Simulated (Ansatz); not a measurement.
Values for one crystal, relaxed and computed with r²SCAN (plane waves, PAW; program Ansatz); other levels are named.

```yaml
volume_per_atom: 22.88 Å³
electronic_character: metallic (no gap)
Density of states at the Fermi level: 0.05 states/eV per atom (mean over ±0.08 eV)
Formation energy from the elements (no fitted shifts): -0.63 eV/atom
```

### Question
Which compound is it?
A) Y2Al3Si2, C2/m (Y on 4i, Al on 4i, Al on 2a, Si on 4i)
B) Y3GaC, anti-perovskite
C) YCoSi2, Cmcm (Y on 4c, Co on 4c, Si on 4c, Si on 4c)
D) InNi3N, anti-perovskite

### Answer
B, Y3GaC, anti-perovskite

Space group Pm-3m (anti-perovskite). The first step of the workflow began from a Materials Project structure, measured or hypothetical; the Crystallography Open Database copy checked does not list it. Whether it is the stable phase at ambient conditions was not checked. The r²SCAN relaxation kept the symmetry of its start; its stability against distortions is not shown here. No spin polarisation was allowed. The references are the lowest solids computed at this level, not always the standard phases. Spin–orbit coupling is left out wherever it is not named.

Potentials: the earlier of the program's two PAW sets.
